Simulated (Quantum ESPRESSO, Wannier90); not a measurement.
Tight-binding from DFT: WO3 (ReO3 type)

```yaml
crystal:
  lattice:
    - [3.80620, 0.00000, 0.00000]
    - [0.00000, 3.80620, 0.00000]
    - [0.00000, 0.00000, 3.80620]
  atoms:
    - { symbol: W, position: [0.00000, 0.00000, 0.00000] }
    - { symbol: O, position: [0.00000, 0.00000, 0.50000] }
    - { symbol: O, position: [0.50000, 0.00000, 0.00000] }
    - { symbol: O, position: [0.00000, 0.50000, 0.00000] }
```

Cell from Materials Project (mp-19390), symmetrised, no further relaxation. Not found in the COD (Crystallography Open Database) copy used, which has the formula in other groups; not checked further. Method: PBEsol plane waves in Quantum ESPRESSO 7.5 (PseudoDojo norm-conserving files, 68 Ry, spinors with spin-orbit coupling), Bloch states on a 6×6×6 mesh through Γ, Wannier90 4.0.1. Density: 8×8×8 mesh, Gaussian smearing 0.01 Ry.

Base run: 28 functions from bands 15-66 of the 66 computed, start hydrogen-like W: d; O: p, centres 0.05 Å off the atoms, frozen window up to 1.92 eV relative to the valence-band maximum, outer window open. Rows change the key named; with other orbitals the number of functions and the frozen window follow, as listed; window edges are relative to the valence-band maximum. The misfit compares interpolated bands with pw.x on a high-symmetry path, for states up to 1.4 eV relative to the valence-band maximum. Converged means that the tolerances were met: symmetric starts can stop on a saddle, which shows as a larger Ω_OD at equal Ω_I and can move the misfit too.

Rows with other orbitals or bands describe another subspace, so their Ω_I can't be set against the base's. Runs that didn't settle are not listed.

| setting | orbitals | bands | functions | frozen to (eV) | Ω_I (Å²) | Ω_D (Å²) | Ω_OD (Å²) | rms misfit (meV) | worst (meV) | ended |
|---|---|---|---|---|---|---|---|---|---|---|
| base | W d, O p | 15-66 | 28 | 1.92 | 22.20 | 0.00 | 0.29 | 1.6 | 24 | converged |
| num_iter = 0 (projection only), orbitals on the atoms | W d, O p | 15-66 | 28 | 1.92 | 22.20 | 0.00 | 0.37 | 1.6 | 24 | no minimisation |
| start: the same orbitals exactly on the atoms | W d, O p | 15-66 | 28 | 1.92 | 22.20 | 0.00 | 0.29 | 1.6 | 24 | converged |
| other orbitals: W: d; O: s;p | W d, O sp | 9-66 | 34 | 1.92 | 19.45 | 0.00 | 2.75 | 1.4 | 24 | converged |
